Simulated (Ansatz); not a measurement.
CdAg (CsCl type, Pm-3m) at seven volumes, r²SCAN (plane waves, PAW; program Ansatz), scaled uniformly. One row is withheld.

```
V (Å³/atom)  P (GPa)
-----------  -------
17.045         10.68
17.607          6.40
18.169          2.88
18.731          0.00
19.293         -2.36
19.855         -4.29
20.417             ?
```

Question: Fit the shown pressures and predict the withheld one.

Answer: Third-order Birch–Murnaghan: P = (3/2)B₀(x^(7/2) − x^(5/2))[1 + (3/4)(B′ − 4)(x − 1)] with x = (V₀/V)^(2/3). Least squares on the six rows gives V₀ = 18.731 Å³/atom, B₀ = 86.80 GPa, B′ = 5.64. At V = 20.417, x = 0.9442 and P = -5.86 GPa. The run itself gave -5.85 GPa.

The workflow started from an entry of the Crystallography Open Database (COD). Its standing as an ambient phase is unchecked. Symmetry was held in the r²SCAN relaxation; whether a distortion lowers the energy is not shown. No spin polarisation was allowed.

Potentials: the later of the program's two PAW sets.
